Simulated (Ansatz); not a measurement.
Si in space group Fd-3m (No. 227; Si on 32e) under volume change, PBE (plane waves, PAW; program Ansatz), shape and atoms relaxed at each volume.

```
V (Å³/atom)  E − E(relaxed) (meV/atom)  P (GPa)
-----------  -------------------------  -------
47.629                            41.9     3.11
49.199                            17.5     1.90
50.770                             4.1     0.87
52.340                             0.0     0.00
53.910                             3.7    -0.73
55.480                            13.9    -1.34
57.050                            29.6    -1.85
```

Problem. What does a third-order Birch–Murnaghan fit give for V₀, B₀ and B′?

Solution. V₀ = 52.34 Å³/atom, B₀ = 26.4 GPa, B′ = 4.7.

The start of the workflow was typed in or built on a structure type. Its sites differ from those of the usual phase in this space group: another stacking or structure type. Symmetry was held in the PBE relaxation; its stability against distortions is not shown here. The volume moved by 44 % from the start of the relaxation.

Potentials: the later of the program's two PAW sets.
